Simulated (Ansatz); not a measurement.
MoPd in space group Cmcm (No. 63; Mo on 4c, Pd on 4c) at seven volumes, plane-wave PAW r²SCAN (Ansatz code), shape and atoms relaxed at each. One row is withheld.

| V (Å³/atom) | P (GPa) |
|---|---|
| 13.730 | 28.69 |
| 14.183 | ? |
| 14.635 | 7.93 |
| 15.088 | 0.00 |
| 15.541 | -6.63 |
| 15.993 | -12.13 |
| 16.446 | -16.60 |

### Question
Fit the shown pressures and predict the withheld one.

### Answer
Third-order Birch–Murnaghan: P = (3/2)B₀(x^(7/2) − x^(5/2))[1 + (3/4)(B′ − 4)(x − 1)] with x = (V₀/V)^(2/3). Least squares on the six rows gives V₀ = 15.087 Å³/atom, B₀ = 239.9 GPa, B′ = 5.05. At V = 14.183, x = 1.0421 and P = 17.33 GPa. The run itself gave 17.41 GPa.

The start of the workflow was typed in or built on a structure type; neither database checked (COD, Materials Project) lists it. Its standing as an ambient phase is unchecked. The r²SCAN relaxation kept the symmetry of its start; whether a distortion lowers the energy is not shown. The run is not spin-polarised.

Potentials: the later of the program's two PAW sets.
